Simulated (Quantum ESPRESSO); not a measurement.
## Band energies of WO3

```xyz
12
Lattice="7.4029 0.0000 0.0000 -3.7015 6.4111 0.0000 0.0000 0.0000 3.8064" Properties=species:S:1:pos:R:3 pbc="T T T"
O      0.0000     2.7469     0.0000
O      3.7015     3.6642     0.0000
O      5.0240     1.3735     0.0000
O     -1.3226     5.0377     0.0000
O      1.3226     5.0377     0.0000
O      2.3789     1.3735     0.0000
O     -1.8507     3.2056     1.9032
O      3.7015     0.0000     1.9032
O      1.8507     3.2056     1.9032
W      1.8507     3.2056     0.0000
W     -1.8507     3.2056     0.0000
W      3.7015     0.0000     0.0000
```

PBEsol (pw.x of Quantum ESPRESSO, ONCV potentials, scalar-relativistic); path ΓMKΓALHA,LM,KH; energies in eV from the valence-band maximum.

```
k (1/Å)  point  band 44  band 45  band 46  band 47  band 48  band 49  band 50  band 51
-------  -----  -------  -------  -------  -------  -------  -------  -------  -------
0.00         Γ    -1.10    -1.10    -1.03    -1.03    -1.03     0.62     0.72     0.72
0.49         M    -1.33    -1.07    -1.06    -0.76    -0.69     0.69     2.55     2.58
0.49         K    -1.51    -1.51    -1.00    -1.00    -0.59     1.74     1.74     1.96
0.68              -1.39    -1.32    -1.21    -0.94    -0.72     1.23     1.35     2.36
1.06         Γ    -1.10    -1.10    -1.03    -1.03    -1.03     0.62     0.72     0.72
1.67              -1.11    -1.11    -0.18    -0.14    -0.14     2.52     2.52     3.70
1.88         A    -1.10    -1.10    -0.04     0.00     0.00     2.53     2.53     4.13
2.13              -1.12    -0.96    -0.17    -0.12    -0.01     2.68     2.92     4.15
2.37         L    -0.70    -0.63    -0.55    -0.46    -0.01     2.70     3.54     4.16
2.37         H    -0.82    -0.69    -0.34    -0.22    -0.22     2.55     4.00     4.00
2.80              -1.16    -1.10    -0.08    -0.03    -0.02     2.60     2.67     4.15
2.94         A    -1.10    -1.10    -0.04     0.00     0.00     2.53     2.53     4.13
2.94         L    -0.70    -0.63    -0.55    -0.46    -0.01     2.70     3.54     4.16
3.21              -0.72    -0.68    -0.58    -0.52    -0.28     2.69     3.42     3.52
3.62              -1.33    -1.23    -1.22    -0.75    -0.68     1.06     2.63     2.65
3.76         M    -1.33    -1.07    -1.06    -0.76    -0.69     0.69     2.55     2.58
3.76         K    -1.51    -1.51    -1.00    -1.00    -0.59     1.74     1.74     1.96
4.09              -1.02    -0.90    -0.81    -0.81    -0.60     2.51     2.59     2.59
4.59         H    -0.82    -0.69    -0.34    -0.22    -0.22     2.55     4.00     4.00
```

The PBEsol gap is indirect, 0.62 eV, from A to Γ; the smallest direct gap is 1.38 eV.

Without spin-orbit coupling, band edges of such heavy elements can be off by tenths of an eV.

Geometry of the Materials Project entry, not relaxed at this level.
